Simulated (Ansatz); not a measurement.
Polymorphs of ZrSe$_{2}$, each relaxed with PBE in the plane-wave PAW code Ansatz:

A: Pnnm
a = 6.0697 Å, b = 6.7314 Å, c = 3.8182 Å, α = 90.00°, β = 90.00°, γ = 90.00°

```json
[
 {"atom": "Zr", "site": "2a", "symmetry": "..2/m", "x": "0.0000", "y": "0.0000", "z": "0.0000"},
 {"atom": "Se", "site": "4g", "symmetry": "..m", "x": "0.2505", "y": "0.3412", "z": "0.0000"}
]
```

B: CdI2 type (P-3m1)
a = b = 3.801 Å, c = 6.892 Å, α = β = 90.00°, γ = 120.00°

| atom | site | symmetry | x | y | z |
|---|---|---|---|---|---|
| Zr | 1a | -3m. | 0.0000 | 0.0000 | 0.0000 |
| Se | 2d | 3m. | 0.3333 | 0.6667 | 0.2295 |

C: rutile (P4_2/mnm)
a = b = 6.4931 Å, c = 3.8388 Å, α = β = γ = 90.00°

| atom | site | symmetry | x | y | z |
|---|---|---|---|---|---|
| Zr | 2a | m.mm | 0.0000 | 0.0000 | 0.0000 |
| Se | 4f | m.2m | 0.3008 | 0.3008 | 0.0000 |

Question: Put the candidates in order of energy per atom at 0 K, lowest first, for PBE.

Answer: B (+0 meV/atom), A (+140 meV/atom), C (+151 meV/atom)

Question: Give each one's gap.

Answer: A no gap; B 0.42 eV; C 0.08 eV.

Constructed cells (a structure type filled with these elements, in neither database checked): A; C. Weakly bound layers, chains or molecules computed without a dispersion correction, so cells and soft constants are ill determined: B. All cells were relaxed under the symmetry of their starts (and spin orders); stability against distortions was not tested throughout. Rows with no word on spin ran without spin polarisation. Spin–orbit coupling is left out wherever it is not named.

Energies hold the estimated change up to a 700 eV cutoff; steps of a few meV lie near the error of the meshes.

Potentials: the later of the program's two PAW sets.
